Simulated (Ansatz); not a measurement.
Method: DFT PBE, scalar-relativistic, plane waves, PAW in Ansatz. All cells share a 420 eV cutoff and Γ-centred k meshes spaced at most about 0.3 Å⁻¹ (about 0.25 or finer for metals, 2π included). No spin polarisation in the final relaxations.

These are static total energies at zero pressure. All come from trial cells, and lower structures may exist.

Question: Order these relaxed structures of ZnCd₃Te₂ by energy, lowest first, with the energy over the lowest of them.
A.

```cif
data_structure
_symmetry_space_group_name_H-M 'P6/mmm'
_symmetry_Int_Tables_number 191
_cell_length_a 7.5211
_cell_length_b 7.5211
_cell_length_c 4.2370
_cell_angle_alpha 90.000
_cell_angle_beta 90.000
_cell_angle_gamma 120.000
_cell_volume 207.56
loop_
_atom_site_label
_atom_site_type_symbol
_atom_site_symmetry_multiplicity
_atom_site_Wyckoff_symbol
_atom_site_fract_x
_atom_site_fract_y
_atom_site_fract_z
_atom_site_occupancy
Zn1 Zn 1 a 0.00000 0.00000 0.00000 1
Cd1 Cd 3 g 0.50000 0.00000 0.50000 1
Te1 Te 2 c 0.33333 0.66667 0.00000 1
```

B.

```cif
data_structure
_symmetry_space_group_name_H-M 'P6/mmm'
_symmetry_Int_Tables_number 191
_cell_length_a 7.4398
_cell_length_b 7.4398
_cell_length_c 4.2750
_cell_angle_alpha 90.000
_cell_angle_beta 90.000
_cell_angle_gamma 120.000
_cell_volume 204.92
loop_
_atom_site_label
_atom_site_type_symbol
_atom_site_symmetry_multiplicity
_atom_site_Wyckoff_symbol
_atom_site_fract_x
_atom_site_fract_y
_atom_site_fract_z
_atom_site_occupancy
Zn1 Zn 1 b 0.00000 0.00000 0.50000 1
Cd1 Cd 3 g 0.50000 0.50000 0.50000 1
Te1 Te 2 c 0.66667 0.33333 0.00000 1
```

C.

```cif
data_structure
_symmetry_space_group_name_H-M 'R-3m:H'
_symmetry_Int_Tables_number 166
_cell_length_a 10.6660
_cell_length_b 10.6660
_cell_length_c 8.6375
_cell_angle_alpha 90.000
_cell_angle_beta 90.000
_cell_angle_gamma 120.000
_cell_volume 850.99
loop_
_atom_site_label
_atom_site_type_symbol
_atom_site_symmetry_multiplicity
_atom_site_Wyckoff_symbol
_atom_site_fract_x
_atom_site_fract_y
_atom_site_fract_z
_atom_site_occupancy
Zn1 Zn 3 b 0.00000 0.00000 0.50000 1
Cd1 Cd 9 d 0.83333 0.16667 0.16667 1
Te1 Te 6 c 0.00000 0.00000 0.78643 1
```

Answer: B (0 meV/atom), A (19 meV/atom), C (216 meV/atom). Forms: B P6/mmm; A P6/mmm; C R-3m. Counting Te atoms around Cd and Zn (those within 1.25 times the shortest such distance or 1.15 times the sum of covalent radii, 1.27 where that leaves under three; the shortest distance is added where it exceeds 1.18 times the sum of covalent radii): B has Zn 12 from 4.8 Å, Cd 4; A has Zn 6 from 4.3 Å, Cd 4; C has Zn 2, Cd 2. Even the lowest lies +0.07 eV/atom against the elements.

Spin–orbit coupling, which can matter for Te, is left out. Zn atoms have no neighbour within bonding distance in P6/mmm at 34.6 Å³/atom, so such a cell has in effect fallen apart. Cells relaxed within their symmetry can be saddle points. Some structure types and database cells were kept out of the candidates from the start, so a known form may be missing.
